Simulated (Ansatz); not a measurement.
La(BC)$_{2}$ (space group P4/mbm)

```
CELL_PARAMETERS angstrom
      5.37877     0.00000     0.00000
      0.00000     5.37877     0.00000
      0.00000     0.00000     3.91511
ATOMIC_POSITIONS crystal
  La 0.50000 0.50000 0.00000
  La 0.00000 0.00000 0.00000
  B  0.63728 0.13728 0.50000
  B  0.36272 0.86272 0.50000
  B  0.86272 0.63728 0.50000
  B  0.13728 0.36272 0.50000
  C  0.66145 0.83855 0.50000
  C  0.33855 0.16145 0.50000
  C  0.16145 0.66145 0.50000
  C  0.83855 0.33855 0.50000
```

The volume is varied about the relaxed value V₀ at fixed cell shape. The atoms relax within the cell's symmetry.

Computed with PBEsol (plane waves to 420 eV, PAW, scalar-relativistic; Ansatz, a quantum-chemistry and plane-wave program). k mesh 9×9×12 (Γ-centred), Fermi-Dirac smearing 0.05 eV. Energies are smeared free energies. Stress and pressure are positive under compression. With the shape held, the modulus is that of even scaling; a crystal free to change shape is softer. La(BC)2 is run without spin polarisation. La(BC)2 was relaxed with its symmetry unable to fall. ΔE is measured from the relaxed starting cell. The last digit holds for this mesh only.

```json
[
 {"V (Å³/atom)": "9.515", "ΔE (meV/atom)": "222.1"},
 {"V (Å³/atom)": "9.968", "ΔE (meV/atom)": "116.3"},
 {"V (Å³/atom)": "10.421", "ΔE (meV/atom)": "48.2"},
 {"V (Å³/atom)": "10.874", "ΔE (meV/atom)": "11.3"},
 {"V (Å³/atom)": "11.327", "ΔE (meV/atom)": "0.0"},
 {"V (Å³/atom)": "11.780", "ΔE (meV/atom)": "withheld"},
 {"V (Å³/atom)": "12.233", "ΔE (meV/atom)": "37.5"},
 {"V (Å³/atom)": "12.686", "ΔE (meV/atom)": "79.6"},
 {"V (Å³/atom)": "13.139", "ΔE (meV/atom)": "133.7"}
]
```

Q: Fit a third-order Birch-Murnaghan form (E₀, V₀, B₀, B₀′ free) to the given rows and predict ΔE at V = 11.780.

A: Least squares on the 8 given rows: ΔE = E₀ + (9V₀B₀/16)·y²·[2 + (B₀′ − 4)y], y = (V₀/V)^(2/3) − 1, with V₀ = 11.327 Å³/atom, B₀ = 187.0 GPa (160.2 GPa = 1 eV/Å³; the term in eV is multiplied by 1000), B₀′ = 3.73, E₀ = 0.03 meV/atom; root-mean-square residual 0.04 meV/atom. At 11.780 the fit gives 10.0 meV/atom; the calculation gives 10.0 meV/atom, the same to the digits shown. For the pressure the fit gives -6.8 GPa against the computed -6.8 GPa.

(A scan under strain: stresses follow from slopes of the energy per volume, elastic moduli from its curvatures.)
